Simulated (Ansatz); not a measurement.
The elements of this relaxed trial crystal are hidden behind letters.

```
lattice vectors (Å)
   3.7563    0.0000    0.0000
   0.0000    3.7563    0.0000
   0.0000    0.0000    9.0320
fractional positions
X 0.5000 0.5000 0.0000
X 0.0000 0.0000 0.5000
X 0.5000 0.5000 0.5000
Z 0.5000 0.0000 0.5000
Z 0.0000 0.5000 0.5000
Q 0.5000 0.5000 0.2202
Q 0.5000 0.5000 0.7798
Q 0.0000 0.0000 0.0000
```

The calculation used Ansatz 0.2.0, DFT PBE, scalar-relativistic, plane waves, PAW. Cutoff 420 eV, Γ-centred 10×10×4 mesh (8-atom cell), Gaussian smearing of 0.10 eV, no spin polarisation.

| Item | Value |
| --- | --- |
| Space group | P4/mmm (No. 123) |
| Conventional cell | a = 3.756 Å, c = 9.032 Å |
| Volume per atom | 15.93 Å³ |
| Density | 2.02 g/cm³ |
| Energy over the elements | +0.24 eV/atom |
| Gap on the 10×10×4 mesh of the 8-atom cell | 0 eV (a metal) |

Energies are uncorrected and count from the elements' standard states at the same level.

Question: X is an s-block element of period 2, Z is a p-block element of period 2 and Q is a p-block element of period 3. Which elements are they?

Answer: X = Be, Z = B, Q = Cl, so the formula is Be3B2Cl3. Density times volume gives a mean mass of 2.02 × 15.93/1.6605 = 19.4 u per atom, and this set has 19.4 u. Be on its first site has 2 Cl at 1.99 Å and 4 Cl at 2.66 Å; B is surrounded by 4 Be at 1.88 Å; Cl on a site of symmetry 4mm has 1 Be at 1.99 Å; 3 more sites not described. Other sets within the hints have nearly the same mass, so mass alone doesn't settle it; this one was computed.

An odd number of electrons in the primitive cell allows no gap without spin; a larger cell or a magnetic state could open one. The cell is a metal run without spin; a magnetic state may lie lower. Symmetry constrained the relaxation, so the result can be a saddle point.
